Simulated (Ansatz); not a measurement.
**HfC: a fit and a missing row**

HfC, Fm-3m, a = 4.641 Å. Ansatz: r2SCAN, PAW, 500 eV, Γ-centred 16×16×16 mesh on 2 atoms, Gaussian smearing 0.10 eV; no spin polarisation. Symmetry fixes shape and atoms, so the cell is only scaled; pressure is positive in compression.

```
V (Å³/atom) P (GPa)
     11.744    17.06
     12.119     7.90
     12.494    -0.01
     12.868    -6.84
     13.243        ?
```

**Question.** Take V0 = 12.494 Å³/atom, count pressures from its P0 = -0.01 GPa, fit the third-order Birch–Murnaghan form to the other rows, and predict the missing pressure.

**Answer.** With the Eulerian strain f = ½[(V0/V)^(2/3) − 1] and y = (P − P0)/[3f(1 + 2f)^(5/2)], the form is the line y = B0 + 1.5 B0 (B0′ − 4) f. Rows (f, y): 0.02107, 243.6; 0.01026, 244.3; -0.00974, 245.5. Means f = 0.007197, y = 244.47; Σ(Δf)² = 0.0004887, ΣΔfΔy = -0.03004; the slope is their ratio. y = 244.9 − 61.46 f GPa, so B0 = 244.9 GPa and B0′ = 4 + 2 × (-61.46)/(3 × 244.9) = 3.83. At V = 13.243, f = -0.01904, y = 246.07 and P = -12.77 GPa. The run gave -12.74 GPa, so the fit is 0.03 GPa too low, a small miss on the scale of the series. The form still works here, 33 % of the fitted range beyond its end.

Spin–orbit coupling is left out, which can shift energies with elements as heavy as these.

Cost: 5 runs of about 0.9 core-minutes in all, on Arm Neoverse V2 (shared hosts).